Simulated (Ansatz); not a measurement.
## Rb: clamped-ion strain scan

Method: Ansatz 0.2.0, DFT PBEsol, scalar-relativistic, plane waves, PAW. Settings: plane waves to 420 eV, k-mesh 12×12×12 (Γ-centred), Gaussian smearing 0.15 eV. No spin polarisation. Energies are free energies at this smearing, counted from the undisturbed cell; pressure is positive in compression.

Reference structure (as given, not relaxed at this level; it stands at -0.1 GPa):

```
CELL_PARAMETERS angstrom
-2.80600 2.80600 2.80600
2.80600 -2.80600 2.80600
2.80600 2.80600 -2.80600
ATOMIC_POSITIONS crystal
Rb 0.00000 0.00000 0.00000
```

The cell is strained by ε times the Voigt pattern (0, 0, 0, 1, 0, 0) (xx, yy, zz, yz, xz, xy; engineering shear) with fractional coordinates fixed. The cell is metallic on the mesh throughout.

```
      ε  ΔE (meV/atom)
-0.0400            0.8
-0.0200            0.2
 0.0000            0.0
 0.0050            0.0
 0.0100            0.1
 0.0150            0.1
 0.0250            0.3
 0.0300            0.5
 0.0350            0.6
```

By symmetry 0.0400 repeats -0.0400, -0.0300 repeats 0.0300, 0.0200 repeats -0.0200, -0.0100 repeats 0.0100 in energy, with the opposite slope along the path.